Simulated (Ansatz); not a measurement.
GaSb:
Space group P6₃/mmc (No. 194); a = 3.966 Å, b = 3.966 Å, c = 7.001 Å, α = 90.00°, β = 90.00°, γ = 120.00°

```json
[
 {"atom": "Ga", "site": "2a", "symmetry": "-3m.", "x": "0.0000", "y": "0.0000", "z": "0.0000"},
 {"atom": "Sb", "site": "2c", "symmetry": "-6m2", "x": "0.3333", "y": "0.6667", "z": "0.2500"}
]
```

Relaxed at zero pressure with plane-wave PAW r²SCAN (Ansatz code).

The volume is lowered by 9 % and shape and atoms relax at that volume. What pressure results, and how do the axes share the change?

7.0 GPa; a -4.4 %, b -4.4 %, c -0.4 %; the energy rises by 43 meV/atom.

Give the new structure.


Space group P6₃/mmc (No. 194); a = b = 3.790 Å, c = 6.974 Å, α = β = 90.00°, γ = 120.00°

```tsv
atom	site	symmetry	x	y	z
Ga	2a	-3m.	0.0000	0.0000	0.0000
Sb	2c	-6m2	0.3333	0.6667	0.2500
```

The phase is kept; no other phase was compared at this pressure.

Space group P6_3/mmc (NiAs type). The start of the workflow was typed in or built on a structure type; neither database checked (COD, Materials Project) lists it. It is not the phase usual at ambient conditions (space group No. 216). The cell was relaxed with r²SCAN under the symmetry of its start; its stability against distortions is not shown here. Spin–orbit coupling is left out wherever it is not named.

Potentials: the earlier of the program's two PAW sets.
